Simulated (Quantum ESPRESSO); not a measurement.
Band energies of PtZn

```
CELL_PARAMETERS angstrom
      2.85086     0.00000     0.00000
      0.00000     2.85086     0.00000
      0.00000     0.00000     3.49456
ATOMIC_POSITIONS crystal
  Zn 0.50000 0.50000 0.50000
  Pt 0.00000 0.00000 0.00000
```

PBEsol (pw.x of Quantum ESPRESSO, ONCV potentials, without SOC); path ΓXMΓZRAZ,XR,MA; energies in eV from the Fermi level.

```csv
k (1/Å),point,band 15,band 16,band 17,band 18,band 19,band 20,band 21,band 22
0.00,Γ,-4.62,-3.98,-1.48,-1.48,-0.91,2.42,8.40,8.40
0.55,,-4.38,-3.55,-3.24,-1.88,-1.54,3.31,5.43,9.41
1.10,X,-4.30,-4.30,-4.14,-2.65,-1.59,1.21,9.14,9.79
1.65,,-4.63,-3.38,-3.07,-2.14,-1.51,1.17,8.45,8.93
2.20,M,-2.57,-2.54,-2.54,-0.43,-0.43,0.22,5.16,5.69
2.31,,-2.66,-2.57,-2.53,-0.70,-0.60,0.49,5.26,5.87
2.83,,-3.70,-3.14,-2.86,-2.45,-2.25,3.28,5.24,8.57
3.35,,-4.28,-3.82,-2.52,-1.71,-1.64,4.39,6.42,6.70
3.76,Γ,-4.62,-3.98,-1.48,-1.48,-0.91,2.42,8.40,8.40
3.99,,-4.67,-4.06,-1.63,-1.63,-0.92,1.37,8.85,8.85
4.55,,-5.69,-4.98,-2.38,-2.38,-1.82,-0.98,12.43,12.89
4.66,Z,-5.91,-5.00,-2.41,-2.41,-1.90,-0.98,12.37,13.83
5.06,,-6.07,-4.43,-2.27,-2.16,-1.71,-1.35,8.81,9.79
5.66,,-4.26,-2.06,-1.93,-1.60,-1.57,-1.16,3.42,4.42
5.76,R,-4.22,-2.08,-1.92,-1.55,-1.36,-1.18,3.15,4.30
6.16,,-3.99,-3.66,-3.37,-1.14,0.70,1.08,3.26,4.02
6.67,,-5.21,-5.02,-1.32,-0.24,2.98,4.29,4.39,4.55
6.87,A,-5.15,-5.15,-1.26,0.23,2.77,5.16,5.16,5.54
7.25,,-5.24,-4.59,-1.46,-1.12,1.45,2.43,4.38,7.02
7.74,,-5.17,-3.46,-3.37,-2.17,-1.06,-0.44,7.79,8.81
8.23,,-5.96,-4.85,-2.50,-2.22,-1.86,-1.08,11.41,12.22
8.42,Z,-5.91,-5.00,-2.41,-2.41,-1.90,-0.98,12.37,13.83
8.42,X,-4.30,-4.30,-4.14,-2.65,-1.59,1.21,9.14,9.79
8.72,,-5.04,-4.12,-3.07,-2.51,-1.58,1.10,6.90,7.27
9.22,,-4.26,-2.36,-2.09,-1.56,-1.43,-0.73,3.24,4.41
9.32,R,-4.22,-2.08,-1.92,-1.55,-1.36,-1.18,3.15,4.30
9.32,M,-2.57,-2.54,-2.54,-0.43,-0.43,0.22,5.16,5.69
9.62,,-3.53,-3.53,-2.33,0.22,0.97,0.97,4.75,5.18
10.22,A,-5.15,-5.15,-1.26,0.23,2.77,5.16,5.16,5.54
```

A metal at this level: along this path bands 18, 19, 20 cross the Fermi level.

Spin-orbit coupling is left out; for elements this heavy it splits bands near the Fermi level.

Geometry of the Materials Project entry, not relaxed at this level.
